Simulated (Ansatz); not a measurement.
Input:

Y:
```xyz
1
Lattice="0.0000 2.4510 2.4510 2.4510 0.0000 2.4510 2.4510 2.4510 0.0000" Properties=species:S:1:pos:R:3 pbc="T T T"
Y      0.0000     0.0000     0.0000
```

This is the LDA-relaxed structure.

### Question
All from DFT-LDA in the program Ansatz with PAW potentials, unless another level is named. Estimate the bulk modulus (Birch–Murnaghan fit).

### Answer
453 kbar.

### Question
And the elastic constants (relaxed ions, GPa)?

### Answer
C11 = 65.7, C12 = 34.8, C44 = 35.8.

Space group Fm-3m (fcc (Cu type)). The workflow started from an entry of the Crystallography Open Database (COD), which files this formula under 2 space groups. It is not the phase usual at ambient conditions (space group No. 194). The cell was relaxed with LDA under the symmetry of its start; its stability against distortions is not shown here. No spin polarisation was allowed. As this level gives no gap, shear constants depend on the k-mesh and smearing (Fermi–Dirac, 0.1 eV here).

Potentials: the later of the program's two PAW sets.
